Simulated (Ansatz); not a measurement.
The relaxed structure here is a generated cell of SiW2: the first start was made by placing the elements on the sites of a structure type, and the end was not matched to a known phase here, so it may be hypothetical.

The start is a generated cell, SiW2 built in the AFLOW prototype AB2_cP12_205_a_c (C2, as in FeS2). The structure is fully relaxed (lattice and positions, P = 0) with r2SCAN (plane waves to 500 eV, PAW, scalar-relativistic; Ansatz, a program for electronic structure). The first steps use a coarse 4×4×4 k-mesh.

Starting cell:
```
CELL_PARAMETERS angstrom
      5.75338     0.00000     0.00000
      0.00000     5.75338     0.00000
      0.00000     0.00000     5.75338
ATOMIC_POSITIONS crystal
  Si 0.00000 0.00000 0.00000
  Si 0.50000 0.50000 0.00000
  Si 0.00000 0.50000 0.50000
  Si 0.50000 0.00000 0.50000
  W  0.38510 0.38510 0.38510
  W  0.88510 0.11490 0.61490
  W  0.61490 0.88510 0.11490
  W  0.11490 0.61490 0.88510
  W  0.61490 0.61490 0.61490
  W  0.11490 0.88510 0.38510
  W  0.38510 0.11490 0.88510
  W  0.88510 0.38510 0.11490
```

Problem. How does the volume change?

Solution. +3.2 %, from 15.87 to 16.38 Å³/atom.

Problem. How do the shortest distances between atoms change?

Solution. The closest pairs of elements (up to four, under 3.6 Å), start → end: W–W 2.29 → 2.63 Å; Si–W 2.40 → 2.40 Å.

Problem. Is the relaxed structure metallic? Give its gap.

Solution. Zero (metallic).

Problem. What does it relax into? Give the structure.

Solution. 
```cif
data_Si4W8
_chemical_formula_sum 'Si4 W8'
_space_group_name_H-M_alt 'Pa-3'
_space_group_IT_number 205
_space_group_name_Hall '-P 2ac 2ab 3'
_cell_length_a 5.81393
_cell_length_b 5.81393
_cell_length_c 5.81393
_cell_angle_alpha 90.000
_cell_angle_beta 90.000
_cell_angle_gamma 90.000
loop_
_atom_site_label
_atom_site_type_symbol
_atom_site_symmetry_multiplicity
_atom_site_Wyckoff_symbol
_atom_site_fract_x
_atom_site_fract_y
_atom_site_fract_z
_atom_site_occupancy
Si1 Si 4 a 0.00000 0.00000 0.00000 1
W1 W 8 c 0.36939 0.36939 0.36939 1
```

The space group stays Pa-3 (No. 205) (the run could not lower it); the end is AFLOW prototype AB2_cP12_205_a_c (C2, as in FeS2), with 12 atoms in the primitive cell. Final values are on a 7×7×7 k-mesh of the relaxed cell. The start holds a very short contact (W–W 2.29 Å). No spin polarisation in the result.

The run could not lose the symmetry of its start, so the end can be a saddle point.
